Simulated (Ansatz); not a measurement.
Au (Fm-3m), a vibration from a frozen displacement

Method: Ansatz 0.2.0, DFT PBEsol, scalar-relativistic, plane waves, PAW. Settings: plane waves to 420 eV, k-mesh 10×10×10 (Γ-centred), Gaussian smearing 0.15 eV. Spin–orbit coupling is left out, which matters for the heavy elements here. No spin polarisation. Energies are free energies at this smearing, counted from the undisturbed cell; pressure is positive in compression.

Zero of the scan (as given, not relaxed at this level; it stands at -1.0 GPa):

```
Au
1.0
    -4.09100   -4.09100    0.00000
    -4.09100    0.00000   -4.09100
     0.00000   -4.09100   -4.09100
Au
8
Direct
  0.50000 0.50000 0.50000
  0.00000 0.50000 0.50000
  0.50000 0.00000 0.50000
  0.00000 0.00000 0.50000
  0.50000 0.50000 0.00000
  0.00000 0.50000 0.00000
  0.50000 0.00000 0.00000
  0.00000 0.00000 0.00000
```

Atom 1 (Au) is moved by x along the Cartesian unit vector (0.707, 0.707, 0.000); the cell and all other atoms stay fixed. The cell's volume is 136.94 Å³; the moved atoms weigh 196.967 u together and the others 1378.766 u. Some rows repeat others by symmetry and weren't run.

| x (Å) | ΔE (meV/cell) | total force on the moved atoms along the move (eV/Å) | pressure (GPa) |
| --- | --- | --- | --- |
| -0.2000 | 141.32 | 1.4725 | -0.0961 |
| -0.1750 | 107.14 | 1.2637 | -0.3014 |
| -0.1500 | 78.05 | 1.0652 | -0.4781 |
| -0.1250 | 53.81 | 0.8750 | -0.6266 |
| -0.1000 | 34.24 | 0.6918 | -0.7475 |
| -0.0750 | 19.17 | 0.5142 | -0.8411 |
| -0.0500 | 8.49 | 0.3405 | -0.9078 |
| -0.0250 | 2.12 | 0.1696 | -0.9477 |
| 0.0000 | 0.00 | 0.0000 | -0.9610 |
| 0.0250 | 2.12 | -0.1696 | -0.9477 |
| 0.0500 | 8.49 | -0.3405 | -0.9078 |
| 0.0750 | 19.17 | -0.5142 | -0.8411 |
| 0.1000 | 34.24 | -0.6918 | -0.7475 |
| 0.1250 | 53.81 | -0.8750 | -0.6266 |
| 0.1500 | 78.05 | -1.0652 | -0.4781 |
| 0.1750 | 107.14 | -1.2637 | -0.3014 |
| 0.2000 | 141.32 | -1.4725 | -0.0961 |

Question: What frequency belongs to this motion?

Answer: The force constant is k = −dF/dx = 6.783 eV/Å², from the parabola through x = -0.0250, 0 and 0.0250. In every cell the moved atoms swing against the rest, so the mass is μ = m₁m₂/(m₁ + m₂) = 172.346 u, and ν̃ = 521.5 cm⁻¹ × √(|k|/μ) = 103 cm⁻¹. The pattern needn't be a normal mode: ν̃² is then a weighted mean of the squared nonzero frequencies at the zone centre of this cell, so it lies between the lowest and the highest of them.

Question: How far does the harmonic law reach?

Answer: At x = -0.200 Å, kx²/2 = 135.65 meV against the computed 141.32 meV (+4.2 %): the well is still close to harmonic there.

Question: The pressure changes with x². What does that say about the frequency under compression?

Answer: With E = k(V)x²/2, k ∝ V^(−2γ) and x scaling with the cell as V^(1/3), P − P0 = −∂E/∂V = (2γ − 2/3) ΔE/V. At x = 0.0500 Å, V(P − P0) = 136.94 × 0.05322 / 160.2 eV = 45.49 meV and ΔE = 8.49 meV, so γ = 1/3 + V(P − P0)/(2ΔE) = 3.01. This is the Grüneisen parameter of the motion under uniform scaling of the cell: shrinking the cell evenly by 1 % in volume raises the frequency by about 3.01 %.

In a metal these slopes depend on the k mesh and the smearing.

Cost: 9 runs of about 20 core-minutes in all, on Arm Neoverse V2 (shared hosts).